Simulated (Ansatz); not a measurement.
## BiAs: levels along high-symmetry lines

```
As Bi
1.0
     3.69405    0.00000    0.00000
     0.00000    3.69405    0.00000
     0.00000    0.00000    3.69405
As Bi
1 1
Cartesian
  0.0000 0.0000 0.0000
  1.8470 1.8470 1.8470
```

Atoms are numbered in the order listed.

The cell was built from the CsCl type and relaxed in the same program, and has space group Pm-3m; it needn't be a known or the stable phase.

No spin–orbit coupling, which matters for the heavy atoms here.

Computed with DFT, PBE, all-electron LAPW, scalar-relativistic (Ansatz 0.2.0).

Numerical set-up: a Γ-centred 13×13×13 k mesh, Fermi–Dirac smearing of 0.05 eV, basis error target 0.5 meV/atom, no spin polarisation.

Points in fractions of the reciprocal vectors of this cell: Γ (0, 0, 0), X (0, 0.5, 0), M (0.5, 0.5, 0), R (0.5, 0.5, 0.5). The path joins them by straight lines in the order Γ–X–M–Γ–R–X–R–M; legs that retrace an earlier one aren't tabulated. Energies are in eV from the Fermi level.

Q: Is there a gap?

A: none: bands cross the Fermi level, a metal.

Q: List the levels between -5 and 5 eV at the symmetry points.

A: 
Γ: -1.87 (×3), 3.89 (×2)
X: -0.65, -0.51, 0.35 (×2), 1.55 (×2)
M: 0.85, 2.93, 3.79 (×2)
R: -2.54 (×3), -2.47 (×3)
